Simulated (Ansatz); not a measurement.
Here is the system:

SiO$_{2}$:
```
SiO2
1.0
    0.00000     4.39571    -2.48884
    0.00000     4.39571     2.48884
    8.29509     0.00000     0.00000
Si O
4 8
Direct
  0.33999   0.33096   0.93731
  0.66904   0.66001   0.06269
  0.33999   0.33096   0.56269
  0.66904   0.66001   0.43731
  0.60322   0.39678   0.00000
  0.60322   0.39678   0.50000
  0.46320   0.96864   0.54185
  0.03136   0.53680   0.45815
  0.46320   0.96864   0.95815
  0.03136   0.53680   0.04185
  0.57737   0.73692   0.25000
  0.26308   0.42263   0.75000
```

This is the r²SCAN-relaxed structure.

All from plane-wave PAW r²SCAN (Ansatz code), unless another level is named. Estimate the HSE06 gap on the r²SCAN cell.

7.55 eV.

Next, the electron effective mass?

0.55 mₑ (isotropic).

What about the hole effective mass?

2.8, 5.6, 6.8 mₑ (principal values).

And the valence-band maximum?

at Γ.

Space group Ama2. The workflow started from a Materials Project entry (that database holds measured and hypothetical structures alike); the Crystallography Open Database copy checked does not list it. It is not the phase usual at ambient conditions (space group No. 92, 152, 154). Symmetry was held in the r²SCAN relaxation; whether a distortion lowers the energy is not shown.

Potentials: the later of the program's two PAW sets.
